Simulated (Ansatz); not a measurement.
# Zr₂BeS₄: rattling a relaxed structure

The structure comes from a generated guess, relaxed at this level; another structure or a mixture of phases may lie lower.

All numbers below come from Ansatz 0.2.0, DFT PBE, scalar-relativistic, plane waves, PAW. Settings: cutoff 420 eV, Γ-centred mesh 6×10×6 on the computed 7-atom cell, Gaussian smearing of 0.10 eV; no spin polarisation.

The cell below (7 atoms, space group Pm (No. 6)) is relaxed within its symmetry.

```
Zr Be S
1.0
     6.03523    0.00000    0.00525
     0.00000    3.56391    0.00000
    -0.09088    0.00000    6.18594
Zr Be S
2 1 4
Cartesian
  5.9278 0.0000 6.0654
  5.9233 1.7820 2.9155
  3.5708 1.7820 5.0554
  1.4062 0.0000 1.9549
  1.4551 1.7820 4.9949
  4.2089 0.0000 3.9982
  4.3478 1.7820 0.8347
```

For the test it was strained at random (σ = 1.5 % a component), the atoms were moved at random (σ = 0.15 Å), and all was relaxed again on a coarse 6×4×4 mesh (in the run’s order of axes) with 0.20 eV smearing, with no symmetry imposed.

Task: What happens?

Result: It returns, within 1 meV/atom of the unmoved cell on that mesh and with the same symmetry when read at 0.1 Å. So it is stable against the distortions that fit this cell and that this random move excites. Modes that don't fit the cell aren't tested.
